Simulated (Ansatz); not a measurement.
The start is a generated cell, Si2Mo placed in the MoSi2 structure type. A full variable-cell relaxation at zero pressure is run with r2SCAN (plane waves to 500 eV, PAW, scalar-relativistic; Ansatz, a program for electronic structure). The first steps use a coarse 10×10×10 k-mesh.

Input geometry:
```
CELL_PARAMETERS angstrom
     -1.60320     1.60320     3.92390
      1.60320    -1.60320     3.92390
      1.60320     1.60320    -3.92390
ATOMIC_POSITIONS crystal
  Mo 0.00000 0.00000 0.00000
  Si 0.33530 0.33530 0.00000
  Si 0.66470 0.66470 0.00000
```

Outcome: The space group stays I4/mmm (No. 139) (the run could not lower it); the end is AFLOW prototype AB2_tI6_139_a_e (C11_b, as in Si2Mo), with 3 atoms in the primitive cell
Energy released: under 0.01 eV/atom
Shortest distances (start → end): The closest pairs of elements (up to four, under 3.6 Å), start → end: Si–Si 2.59 → 2.58 Å; Mo–Si 2.61 → 2.60 Å; Mo–Mo 3.21 → 3.20 Å
Band gap at the end: no gap (metallic)
Optimiser moves: 5

It ends as:

Space group I4/mmm (No. 139); a = 3.2022 Å, b = 3.2022 Å, c = 7.8195 Å, α = 90.00°, β = 90.00°, γ = 90.00°

```tsv
atom	site	symmetry	x	y	z
Mo	2a	4/mmm	0.0000	0.0000	0.0000
Si	4e	4mm	0.0000	0.0000	0.3353
```
(The calculation used a cell of 3 atoms; values per cell refer to that cell.)

Final values are on a 14×14×14 k-mesh of the relaxed cell. No spin polarisation in the result.

The run could not lose the symmetry of its start.
